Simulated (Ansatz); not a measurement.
LiNbO3 (LiNbO3 type, space group R3c)

```
CELL_PARAMETERS angstrom
      2.59491     1.49817     4.67185
     -2.59491     1.49817     4.67185
      0.00000    -2.99635     4.67185
ATOMIC_POSITIONS crystal
  Li 0.70263 0.70263 0.70263
  Li 0.20263 0.20263 0.20263
  Nb 0.98385 0.98385 0.98385
  Nb 0.48385 0.48385 0.48385
  O  0.62628 0.87373 0.26322
  O  0.87373 0.26322 0.62628
  O  0.26322 0.62628 0.87373
  O  0.76322 0.37373 0.12628
  O  0.37373 0.12628 0.76322
  O  0.12628 0.76322 0.37373
```

The slice is a (1 -1 0 2) plane (indices of the conventional cell) through the point (0.626, 0.874, 0.263) (fractional), spanned by u = [1 0 -1] and v = [010] in vectors of this cell: u (5.19 Å) and v (5.55 Å, at 90° to u). It covers one period; positions are fractions (u, v).

Calculation: PBE (plane waves to 420 eV, PAW, scalar-relativistic; Ansatz, an electronic-structure program). k mesh 8×8×8. Inside the PAW spheres the values are not all-electron values, and peaks at nuclei hang on which shells count as valence. LiNbO3 is run without spin polarisation. LiNbO3 was relaxed with its symmetry unable to fall.

Three fields on this plane, each scaled to ten steps between its own extremes (0 low, 9 high; the total valence density on a logarithmic scale, the potential cut 8 eV below its top; x marks points blanked near nuclei; v = 0 in the bottom row):

Map A
```
|xxx75445566532247xx|
|xxx64234566543346xx|
|8753212345654445677|
|5432000234544578986|
|53221000123458xxxx8|
|7544320001236xxxxxx|
|8777642000136xxxxxx|
|8xxxx741001369xxxxx|
|xxxxxx52012357xxxx9|
|xxxxxx6312345678877|
|xxxxxx6323456655446|
|7xxxx75333566653234|
|4678766544556542112|
|2456789865444431001|
|23469xxx97433210001|
|4458xxxxx8531100123|
|7779xxxxx9521001357|
|xxx9xxxxx84210025xx|
|xxx99xxx964310137xx|
|xxx87788665421247xx|
```

Map B
```
|xxx93001367630039xx|
|xxx83003688741015xx|
|8874101478762000136|
|2210000256531135531|
|10000000122004xxxx5|
|2134310000001xxxxxx|
|2599962000002xxxxxx|
|3xxxx961000017xxxxx|
|xxxxxx82001113xxxx3|
|xxxxxx8200343124423|
|xxxxxx7101577521015|
|9xxxx83002588852015|
|5898521001478762002|
|1221246520145541000|
|00027xxx72012210000|
|4314xxxxx5000000024|
|9834xxxxx6000000489|
|xxx3xxxxx40000028xx|
|xxx44xxx611100049xx|
|xxx72353123420049xx|
```

Map C
```
|xxx31000035787765xx|
|xxx66444566765432xx|
|2578877787764100000|
|0478999998750000000|
|02689999986200xxxx0|
|0058999998500xxxxxx|
|0046799997500xxxxxx|
|0xxxx799985000xxxxx|
|xxxxxx89986300xxxx0|
|xxxxxx7888751000000|
|xxxxxx5777765200002|
|6xxxx12346766554456|
|8641000002567787788|
|8630000000267899999|
|85000xxx00047999999|
|7400xxxxx0037899999|
|5200xxxxx0026899987|
|xxx0xxxxx00368998xx|
|xxx00xxx000578997xx|
|xxx00000003688885xx|
```

Problem. Assign the maps to these fields: electron localisation function (ELF); valence electron density; electrostatic potential energy of an electron, from the cell's mean.

Solution. A is the valence electron density; B is the electron localisation function (ELF); C is the electrostatic potential energy of an electron, from the cell's mean.
